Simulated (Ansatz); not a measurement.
BeGa3 (I4/mmm), an elastic constant from a strain scan

These are results of DFT r2SCAN, scalar-relativistic, plane waves, PAW (Ansatz), not measurements. Cutoff 500 eV, Γ-centred 18×18×18 k-points, Gaussian smearing of 0.15 eV. No spin polarisation. Energies are free energies at this smearing, counted from the undisturbed cell; pressure is positive in compression.

Reference structure (relaxed at this level; it needn't be the usual structure):

```
Be Ga
1.0
    -1.95817    1.95817    3.91590
     1.95817   -1.95817    3.91590
     1.95817    1.95817   -3.91590
Be Ga
1 3
Cartesian
  0.0000 0.0000 0.0000
  0.0000 1.9582 1.9580
  1.9582 0.0000 1.9580
  0.0000 0.0000 3.9159
```

The cell is strained by ε times the Voigt pattern (0, 0, 1, 0, 0, 0) (xx, yy, zz, yz, xz, xy; engineering shear) with fractional coordinates fixed. The cell holds 4 atoms in V0 = 60.06 Å³. The stress column is τ = (1/V0) dE/dε, got from the stress tensor σ (compression positive) at each point as −det(1 + εP) σ : P(1 + εP)⁻¹, with P the pattern as a tensor.

| ε | ΔE (meV/atom) | τ (GPa) |
| --- | --- | --- |
| -0.0200 | 2.657 | -2.575 |
| -0.0100 | 0.796 | -1.414 |
| 0.0000 | 0.000 | -0.282 |
| 0.0050 | -0.001 | 0.273 |
| 0.0150 | 0.740 | 1.292 |
| 0.0200 | ? | ? |

Question: Which combination of elastic constants does this scan measure, and how large is it?

Answer: For small ε, τ = τ0 + Kε with K = pᵀCp, which for this pattern is C33 in the Cartesian frame shown. The parabola through τ at ε = -0.0100, 0 and 0.0050 has slope K = 112 GPa at zero. The energies per cell, E = NΔE, of the same two points give K = 2[E(ε₊)/ε₊ − E(ε₋)/ε₋]/[(ε₊ − ε₋)V0] = 113 GPa, in agreement.

Question: Predict the withheld row at ε = 0.0200 from the harmonic law, and compare.

Answer: ΔE = V0(τ0 ε + Kε²/2)/N = 1.565 meV/atom and τ = 1.95 GPa. The calculation gives 1.458 meV/atom and 1.77 GPa: the energy lies 7 % below the harmonic value, as bonds soften when stretched.

In a metal these slopes depend on the k mesh and the smearing.

Cost: 6 runs of about 12 core-minutes in all, on Arm Neoverse V1 (shared hosts).